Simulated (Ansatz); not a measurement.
Relaxation of a relaxed TaSi2 cell, doubled along one cell vector, shaken by Gaussian noise of σ = 0.08 Å a coordinate; 6 atoms in the cell, which starts as P1 (No. 1), aP6; a = 2.6493 Å, b = 4.4070 Å, c = 7.6331 Å, α = 90.00°, β = 90.00°, γ = 90.00°. Level of theory: PBE (plane waves to 420 eV, PAW, scalar-relativistic; Ansatz, a quantum-chemistry and plane-wave program). Γ-centred k-mesh 6×3×9 on the run's cell (coarser than for final values), Fermi–Dirac smearing 0.05 eV. This is the first round of the run. 

The optimiser's lines from the output (shortened; P is positive under compression):

```
relax step   1: F+E_penalty+E_count = -22407.25948454 eV  Δ(F+E_penalty+E_count) = +0.000e0 eV  max|allowed force component| = 1.523e0 eV/Å  Δτ_max = 0.0000 Å  P = +2.346 GPa  Ω = 89.119 Å³  (6 SCF iters, dr2 threshold 1.00e-7 eV, accepted)
relax step   2: F+E_penalty+E_count = -22407.56133622 eV  Δ(F+E_penalty+E_count) = -3.019e-1 eV  max|allowed force component| = 4.369e-1 eV/Å  Δτ_max = 0.1852 Å  P = +2.409 GPa  Ω = 87.729 Å³  (6 SCF iters, dr2 threshold 6.00e-7 eV, accepted)
relax step   3: F+E_penalty+E_count = -22407.63107489 eV  Δ(F+E_penalty+E_count) = -6.974e-2 eV  max|allowed force component| = 2.045e-2 eV/Å  Δτ_max = 0.0772 Å  P = -0.221 GPa  Ω = 89.065 Å³  (6 SCF iters, dr2 threshold 6.00e-7 eV, accepted)
relax step   4: F+E_penalty+E_count = -22407.64092978 eV  Δ(F+E_penalty+E_count) = -9.855e-3 eV  max|allowed force component| = 1.790e-1 eV/Å  Δτ_max = 0.0437 Å  P = -0.077 GPa  Ω = 89.036 Å³  (5 SCF iters, dr2 threshold 6.00e-7 eV, accepted)
relax step   5: F+E_penalty+E_count = -22407.78044032 eV  Δ(F+E_penalty+E_count) = -1.395e-1 eV  max|allowed force component| = 3.405e-1 eV/Å  Δτ_max = 0.1999 Å  P = -0.697 GPa  Ω = 89.951 Å³  (6 SCF iters, dr2 threshold 6.00e-7 eV, accepted)
relax step   6: F+E_penalty+E_count = -22407.86517239 eV  Δ(F+E_penalty+E_count) = -8.473e-2 eV  max|allowed force component| = 3.482e-1 eV/Å  Δτ_max = 0.1952 Å  P = +1.137 GPa  Ω = 90.357 Å³  (7 SCF iters, dr2 threshold 6.00e-7 eV, accepted)
relax step   7: F+E_penalty+E_count = -22407.99260678 eV  Δ(F+E_penalty+E_count) = -1.274e-1 eV  max|allowed force component| = 2.974e-1 eV/Å  Δτ_max = 0.1455 Å  P = +0.077 GPa  Ω = 90.855 Å³  (6 SCF iters, dr2 threshold 6.00e-7 eV, accepted)
relax step   8: F+E_penalty+E_count = -22408.22918692 eV  Δ(F+E_penalty+E_count) = -2.366e-1 eV  max|allowed force component| = 5.375e-1 eV/Å  Δτ_max = 0.1955 Å  P = -0.061 GPa  Ω = 90.365 Å³  (6 SCF iters, dr2 threshold 6.00e-7 eV, accepted)
relax step   9: F+E_penalty+E_count = -22408.89942428 eV  Δ(F+E_penalty+E_count) = -6.702e-1 eV  max|allowed force component| = 5.932e-1 eV/Å  Δτ_max = 0.1983 Å  P = -0.561 GPa  Ω = 90.261 Å³  (6 SCF iters, dr2 threshold 6.00e-7 eV, accepted)
relax step  10: F+E_penalty+E_count = -22409.48704579 eV  Δ(F+E_penalty+E_count) = -5.876e-1 eV  max|allowed force component| = 5.995e-1 eV/Å  Δτ_max = 0.1157 Å  P = -0.059 GPa  Ω = 89.135 Å³  (5 SCF iters, dr2 threshold 6.00e-7 eV, accepted)
relax step  11: F+E_penalty+E_count = -22409.91499773 eV  Δ(F+E_penalty+E_count) = -4.280e-1 eV  max|allowed force component| = 3.990e-1 eV/Å  Δτ_max = 0.0620 Å  P = +2.429 GPa  Ω = 87.473 Å³  (6 SCF iters, dr2 threshold 6.00e-7 eV, accepted)
relax step  12: F+E_penalty+E_count = -22410.09594398 eV  Δ(F+E_penalty+E_count) = -1.809e-1 eV  max|allowed force component| = 6.664e-1 eV/Å  Δτ_max = 0.0683 Å  P = +1.001 GPa  Ω = 87.908 Å³  (5 SCF iters, dr2 threshold 6.00e-7 eV, accepted)
relax step  13: F+E_penalty+E_count = -22409.92683801 eV  Δ(F+E_penalty+E_count) = +1.691e-1 eV  max|allowed force component| = 9.676e-1 eV/Å  Δτ_max = 0.0959 Å  P = +0.753 GPa  Ω = 88.236 Å³  (6 SCF iters, dr2 threshold 6.00e-7 eV, rejected (line search))
relax step  14: F+E_penalty+E_count = -22410.14550862 eV  Δ(F+E_penalty+E_count) = -4.956e-2 eV  max|allowed force component| = 5.310e-2 eV/Å  Δτ_max = 0.0370 Å  P = -1.399 GPa  Ω = 89.178 Å³  (9 SCF iters, accepted)
relax step  15: F+E_penalty+E_count = -22410.15125897 eV  Δ(F+E_penalty+E_count) = -5.750e-3 eV  max|allowed force component| = 7.485e-3 eV/Å  Δτ_max = 0.0078 Å  P = +0.168 GPa  Ω = 88.299 Å³  (4 SCF iters, dr2 threshold 6.00e-7 eV, accepted)
relax step  16: F+E_penalty+E_count = -22410.15141297 eV  Δ(F+E_penalty+E_count) = -1.540e-4 eV  max|allowed force component| = 1.132e-3 eV/Å  Δτ_max = 0.0010 Å  P = +0.021 GPa  Ω = 88.388 Å³  (3 SCF iters, dr2 threshold 3.56e-7 eV, accepted)
relax step  17: F+E_penalty+E_count = -22410.15141258 eV  Δ(F+E_penalty+E_count) = +3.938e-7 eV  max|allowed force component| = 1.924e-4 eV/Å  Δτ_max = 0.0001 Å  P = +0.002 GPa  Ω = 88.397 Å³  (4 SCF iters, dr2 threshold 6.90e-9 eV, accepted)
relax step  18: F+E_penalty+E_count = -22410.18224486 eV  Δ(F+E_penalty+E_count) = -3.083e-2 eV  max|allowed force component| = 2.660e-4 eV/Å  Δτ_max = 0.0000 Å  P = +0.250 GPa  Ω = 88.397 Å³  stress off target by 6.55e-1 GPa  SCF on the basis re-selected at this cell (its energy is not comparable with the rows above)  (6 SCF iters)
relax step  19: F+E_penalty+E_count = -22410.18271961 eV  Δ(F+E_penalty+E_count) = -4.747e-4 eV  max|allowed force component| = 3.237e-3 eV/Å  Δτ_max = 0.0004 Å  P = -0.009 GPa  Ω = 88.525 Å³  (3 SCF iters, dr2 threshold 6.00e-7 eV, accepted)
relax step  20: F+E_penalty+E_count = -22410.18272352 eV  Δ(F+E_penalty+E_count) = -3.909e-6 eV  max|allowed force component| = 3.100e-4 eV/Å  Δτ_max = 0.0002 Å  P = +0.000 GPa  Ω = 88.522 Å³  (3 SCF iters, dr2 threshold 3.96e-9 eV, accepted)
relax step  21: F+E_penalty+E_count = -22410.18276144 eV  Δ(F+E_penalty+E_count) = -3.792e-5 eV  max|allowed force component| = 3.300e-4 eV/Å  Δτ_max = 0.0000 Å  P = +0.001 GPa  Ω = 88.522 Å³  stress off target by 2.99e-3 GPa  SCF on the basis re-selected at this cell (its energy is not comparable with the rows above)  (5 SCF iters)
```

From the first to the last row the energy changes by -0.49 eV/atom and the volume by -0.7 %. The last row is marked as not comparable with the walk above it, whose basis was carried along; it does compare with step 1, since both stand on a basis selected at the nominal cutoff for their own cell.

Energy and pressure jump between steps 17 and 18 at one geometry, where the plane-wave basis was selected anew. While the cell walks, the set of plane waves is carried along, so its effective cutoff drifts with the strain; re-selecting it at 420 eV moved the energy by -0.005 eV/atom and the pressure by 0.2 GPa. Only step 1 and rows on a re-selected basis compare with each other.

Step 13 was rejected by the optimiser.

Later rounds, restarted from the end of this one on a renewed k-mesh, logged 4 more steps and released under 0.01 eV/atom more. The final structure after all rounds: I4/mmm (No. 139), tI6, AFLOW prototype AB2_tI6_139_a_e (C11_b, as in Si2Mo); a = b = 3.2835 Å, c = 8.2127 Å, α = β = γ = 90.00°. Between re-selections the logged energies stand on a plane-wave basis carried along with the cell. No spin polarisation in the result. The relaxed primitive cell holds an odd number of electrons. A magnetic state may lie lower.

The relaxed structure here is a generated cell of TaSi2: the first start was made by placing the elements on the sites of a structure type, and the end was not matched to a known phase here, so it may be hypothetical. Known forms of TaSi2 include space group No. 181.
